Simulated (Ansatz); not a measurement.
# Wurtzite alloy of ZnO and MgO (27 of 48 Zn sites exchanged), 96 atoms

Ansatz, PAW, plane waves. PBEsol relaxation of cell lengths and atoms (angles held) at the single k point (¼, ¼, ¼) without its symmetry partners; single points on the relaxed atoms at the Γ point alone, onto which points of the small cell's zone fold. Arrangement: quasirandom. No spin–orbit coupling unless named.

Relaxed structure:

```
Zn Mg O
1.0
     9.77506    0.00000    0.00000
     0.00000   11.29736    0.00000
     0.00000    0.00000   10.28886
Zn Mg O
21 27 48
Direct
  0.16674 0.08353 0.24932
  0.49746 0.08315 0.74841
  0.33578 0.33437 0.24846
  0.16676 0.58588 0.25063
  0.00171 0.83252 0.74977
  0.82995 0.08220 0.24563
  0.83752 0.08317 0.74620
  0.66790 0.33342 0.74947
  0.49990 0.58452 0.75088
  0.00166 0.16642 0.99934
  0.33450 0.16621 0.49715
  0.33013 0.16840 0.99747
  0.16788 0.41694 0.99908
  0.66510 0.16517 0.50006
  0.50373 0.41652 0.49976
  0.83333 0.41562 0.49987
  0.66556 0.66515 0.50046
  0.49919 0.91730 0.49824
  0.49846 0.91575 0.99896
  0.83428 0.91599 0.49695
  0.83372 0.91679 0.99706
  0.16528 0.08286 0.74558
  0.99910 0.33436 0.24602
  0.00111 0.33172 0.74790
  0.49987 0.08333 0.24507
  0.33304 0.33297 0.74465
  0.16723 0.58137 0.74695
  0.99980 0.83540 0.24656
  0.66772 0.33122 0.24718
  0.50034 0.58122 0.24665
  0.33350 0.83412 0.24848
  0.33426 0.83337 0.74894
  0.83201 0.58209 0.24875
  0.83156 0.58388 0.74762
  0.66578 0.83275 0.24737
  0.66716 0.83717 0.74643
  0.99688 0.16728 0.49448
  0.16628 0.41709 0.49542
  0.99866 0.66851 0.49863
  0.99979 0.66475 0.99842
  0.66776 0.16442 0.99413
  0.49891 0.41466 0.99596
  0.33676 0.66606 0.49893
  0.33231 0.66544 0.99885
  0.16662 0.91700 0.49831
  0.16717 0.91981 0.99868
  0.83318 0.41656 0.99682
  0.66699 0.66746 0.99721
  0.99908 0.16644 0.19267
  0.00093 0.16728 0.68639
  0.33229 0.16769 0.19045
  0.33249 0.16637 0.68981
  0.16760 0.41805 0.19318
  0.16624 0.41562 0.68776
  0.99866 0.66733 0.19187
  0.99977 0.66579 0.69145
  0.66560 0.16618 0.18641
  0.66676 0.16579 0.69317
  0.50186 0.41530 0.18836
  0.50121 0.41743 0.69297
  0.33413 0.66729 0.19183
  0.33346 0.66680 0.69165
  0.16735 0.91733 0.19100
  0.16774 0.91606 0.69099
  0.83265 0.41659 0.18898
  0.83450 0.41665 0.69331
  0.66647 0.66639 0.18967
  0.66578 0.66908 0.69366
  0.49965 0.91643 0.19164
  0.49941 0.91754 0.69060
  0.83208 0.91587 0.18994
  0.83587 0.91654 0.68991
  0.16570 0.08384 0.44265
  0.16612 0.08411 0.93755
  0.99977 0.33371 0.43855
  0.00060 0.33318 0.94123
  0.49992 0.08307 0.43768
  0.49784 0.08300 0.94202
  0.33521 0.33390 0.44232
  0.33235 0.33350 0.93707
  0.16701 0.58512 0.44461
  0.16640 0.58297 0.93934
  0.00088 0.83379 0.43852
  0.00168 0.83255 0.94380
  0.83088 0.08242 0.43913
  0.83576 0.08283 0.93899
  0.66780 0.33154 0.44005
  0.66682 0.33196 0.94239
  0.50110 0.58191 0.43902
  0.49979 0.58269 0.94447
  0.33282 0.83259 0.44130
  0.33146 0.83235 0.94161
  0.83301 0.58286 0.44217
  0.83289 0.58316 0.94037
  0.66625 0.83232 0.44102
  0.66622 0.83417 0.93922
```

(1) What are the mean bond lengths by pair (pairs within 1.2 times the sum of covalent radii, less contacts 15 % beyond the pair's median; cation–cation pairs of compounds aside; long ionic contacts are cut short by that bound)?

(2) What gap lies between the top filled and the lowest empty level in the single points?

Answers

(1) Mg–O 1.973 ± 0.007 Å (standard deviation, 108 bonds); O–Zn 1.978 ± 0.009 Å (standard deviation, 84 bonds).

(2) HSE06 3.82 eV (81 s on NVIDIA H100).
